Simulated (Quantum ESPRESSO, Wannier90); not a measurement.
**Wannier functions of InAs (zinc blende)**

Materials Project entry mp-20305; symmetrised, unrelaxed at this level. COD (Crystallography Open Database) has an entry of this formula and space group (matched by these alone). Computed values, not measurements, from PBEsol: Quantum ESPRESSO (norm-conserving PseudoDojo potentials, cutoff 68 Ry, no spin polarisation, no spin-orbit coupling) on a Γ-centred 10×10×10 mesh, then Wannier90. Density: 10×10×10 mesh, cold smearing 0.01 Ry. Spin-orbit coupling is left out although heavy elements are present.

The plane-wave run has 25 bands and 28 electrons a cell. On the energy scale of pw.x, whose zero is arbitrary, the Fermi level lies at 7.56 eV.

Input w.win, without the blocks of cell, atoms and k-points (1000 lines):

```
num_bands = 15
num_wann = 8
exclude_bands = 1-10
num_iter = 1000
conv_tol = 1.0e-6
conv_window = 4
dis_num_iter = 1000
dis_conv_tol = 1.0e-6
dis_froz_max = 9.06
dis_win_max = 8.06
write_hr = true
write_u_matrices = true
begin projections
f=0.25901,0.23671,0.25292: s;p
f=0.01189,0.00281,-0.00968: s;p
end projections
mp_grid = 10 10 10
```

wannier90.x stops with:
```
dis_windows: Energy window contains fewer states than number of target WFs
```
At some k-point the outer window holds fewer bands than num_wann, so no subspace of that size can be extracted. Mended as below, all else unchanged, the run goes through (Ω_I = 12.1 Å²) and follows the plane-wave bands to 2.9 meV rms (states up to 1.0 eV relative to the Fermi level).
Remove the line dis_win_max = 8.06.
